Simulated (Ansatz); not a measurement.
## Structure relaxation, Li$_{2}$CrCl$_{4}$

The start is a generated cell, Li2CrCl4 placed in the AFLOW prototype A2BC4_tI14_82_bc_a_g (E3, as in Al2CdS4). The structure is fully relaxed (lattice and positions, P = 0) with PBE (plane waves to 420 eV, PAW, scalar-relativistic; Ansatz, an electronic-structure program). The first steps use a coarse 6×6×6 k-mesh.

Initial structure:
```
CELL_PARAMETERS angstrom
     -2.71138     2.71138     5.03192
      2.71138    -2.71138     5.03192
      2.71138     2.71138    -5.03192
ATOMIC_POSITIONS crystal
  Li 0.50000 0.50000 0.00000
  Li 0.25000 0.75000 0.50000
  Cr 0.00000 0.00000 0.00000
  Cl 0.39000 0.88000 0.01000
  Cl 0.87000 0.38000 0.99000
  Cl 0.12000 0.13000 0.51000
  Cl 0.62000 0.61000 0.49000
```
Spin-polarised start, with parallel moments on Cr.

How large is the pressure on the unrelaxed cell, and of which sign?

+2.8 GPa (positive: the cell is compressed).

How much energy is released per atom?

0.06 eV/atom.

How do the shortest distances between atoms change?

The closest pairs of elements (up to four, under 3.6 Å), start → end: Cl–Li 2.29 → 2.37 Å; Cl–Cr 2.35 → 2.36 Å; Cl–Cl 3.59 → 3.58 Å.

What band gap does the relaxed structure have at this level?

0.64 eV, direct at Γ (no spin-orbit coupling).

What magnetic moments remain?

Net 0.57 μB/atom, ferromagnetic.

Give the final cell and atomic positions.


Space group I-4 (No. 82); a = b = 6.216 Å, c = 8.916 Å, α = β = γ = 90.00°

| atom | site | symmetry | x | y | z |
|---|---|---|---|---|---|
| Li | 2b | -4.. | 0.0000 | 0.0000 | 0.5000 |
| Li | 2c | -4.. | 0.0000 | 0.5000 | 0.2500 |
| Cr | 2a | -4.. | 0.0000 | 0.0000 | 0.0000 |
| Cl | 8g | 1 | 0.2212 | 0.2706 | 0.1032 |
(The calculation used a cell of 7 atoms; values per cell refer to that cell.)

The space group stays I-4 (No. 82) (the run could not lower it), with 7 atoms in the primitive magnetic cell. Final values are on a 8×8×8 k-mesh of the relaxed cell. Spin state reached: ferromagnetic (net 0.57 μB/atom), from parallel starting moments; other spin orders were not run from this start. No Hubbard U is applied.

The run could not lose the symmetry of its start, so the end can be a saddle point.

The relaxed structure here is a generated cell of Li2CrCl4: the first start was made by placing the elements on the sites of a structure type, and the end was not matched to a known phase here, so it may be hypothetical.
